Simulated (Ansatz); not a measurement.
InP:
```
CELL_PARAMETERS angstrom
      7.20178     0.00000     0.00000
      0.00000     7.20178     0.00000
      0.00000     0.00000     4.18676
ATOMIC_POSITIONS crystal
  In 0.32234 0.67766 0.00000
  In 0.67766 0.32234 0.00000
  In 0.82234 0.82234 0.50000
  In 0.17766 0.17766 0.50000
  P  0.31832 0.31832 0.00000
  P  0.68168 0.68168 0.00000
  P  0.18168 0.81832 0.50000
  P  0.81832 0.18168 0.50000
```

Relaxed with r²SCAN.

Map the electron localisation function on the plane through (0.822, 0.822, 0.500) spanned by u = [0, 0, 1] and v = [1, 1, 0] in lattice vectors, from DFT-r²SCAN in the program Ansatz with PAW potentials.

x is the fraction of u, y of v (the angle between them is 90°; rows are the nearest grid lines); atoms in the plane: In at (0.00, 0.00), In at (0.00, 0.36), P at (0.50, 0.50), P at (0.50, 0.86).
```
|   .:::=+****+=:::.   |
|  .::-*%@@@@@@%*-::.  |
|:::::*@@@@%%@@@@*:::::|
|:::=#@@@+    +@@@#=:::|
|..:=*#%#+.  .+#%#*=:..|
|   :-+*#%%@@%%#*+-:   |
|   .:-+*##%%##*+-:.   |
|      ...::::...      |
|      ..::::::..      |
|   .:=+*#%%%%#*+=:.   |
|  .:=+##%%%%%%##+=:.  |
|..:=*%%#=    =#%%*=:..|
|:::=#@@@*    *@@@#=:::|
|:::::+%@@@%%@@@%+:::::|
|  .:::+%@@%%@@%+:::.  |
|   .:::-++++++-:::.   |
|..:--:::......:::--:..|
|::::...        ...::::|
|......          ......|
|....              ....|
|......          ......|
|:::::::..    ..:::::::|
|  .:-:::......:::-:.  |
|   .:::=+****+=:::.   |
```
Scale: ten equal steps from 0.000 (start of ' ') to 0.888 (end of '@'), in the order ' .:-=+*#%@'; x runs from 0.000 to 1.00, y from 0.000 (bottom) to 1.00 (top).

The density is the valence pseudo-density with augmentation charge, so density and ELF within about 1 Å of a nucleus are not all-electron values.

Space group P4_2/mnm. The start of the workflow was typed in or built on a structure type; neither database checked (COD, Materials Project) lists it. It is not the phase usual at ambient conditions (space group No. 216). The cell was relaxed with r²SCAN under the symmetry of its start; whether a distortion lowers the energy is not shown. The volume moved by 22 % from the start of the relaxation.

Potentials: the later of the program's two PAW sets.
